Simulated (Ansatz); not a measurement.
Nb$_{5}$Te$_{4}$:
```xyz
9
Lattice="-5.1851 5.1851 1.8595 5.1851 -5.1851 1.8595 5.1851 5.1851 -1.8595" Properties=species:S:1:pos:R:3 pbc="T T T"
Nb     0.0000     0.0000     0.0000
Nb     3.2513     6.4036     0.0000
Nb     1.9338    -1.2185     1.8595
Nb     1.2185     1.9338     1.8595
Nb     3.9666     3.2513     0.0000
Te     0.6497     7.4232     0.0000
Te     4.5354    -2.2381     1.8595
Te     2.2381     4.5354     1.8595
Te     2.9470     0.6497     0.0000
```

Relaxed with r²SCAN. Special points in fractions of this cell's reciprocal vectors: Γ (0.000, 0.000, 0.000); X (0.000, 0.000, 0.500); M (-0.500, 0.500, 0.500); Z (0.282, 0.282, -0.282); Z0 (-0.282, 0.718, 0.282); P (0.250, 0.250, 0.250); N (0.000, 0.500, 0.000).

**Question.** List the band energies nearest the Fermi level at these points for r²SCAN (plane waves, PAW; program Ansatz).

**Answer.** In eV from the Fermi level; about four levels below and three above (degenerate sets whole), none deeper than 8.9 eV; points with the same levels are listed once.

```
k                                below           above
-  -----------------------------------  --------------
Γ              -1.77 -1.71 -1.71 -0.90  0.24 1.00 1.06
X              -1.19 -0.77 -0.67 -0.28  0.03 0.08 0.22
M              -0.95 -0.95 -0.15 -0.15  0.15 0.20 0.42
Z              -1.71 -0.95 -0.95 -0.74  0.29 0.93 0.93
P  -2.19 -2.19 -2.19 -1.61 -1.13 -1.13  0.30 0.51 0.83
N              -1.91 -1.56 -1.41 -1.16  0.15 0.32 0.79
```

Space group I4/m. The workflow started from a Materials Project entry (that database holds measured and hypothetical structures alike); the Crystallography Open Database files this formula in space group No. 87, but the cells were not matched. Its standing as an ambient phase is unchecked. Symmetry was held in the r²SCAN relaxation; its stability against distortions is not shown here. No spin polarisation was allowed. With an odd number of electrons in the cell and no spin polarisation, the count alone makes it a metal. Scalar-relativistic: spin–orbit coupling is off unless named, which matters more the heavier the elements.

Potentials: the later of the program's two PAW sets.
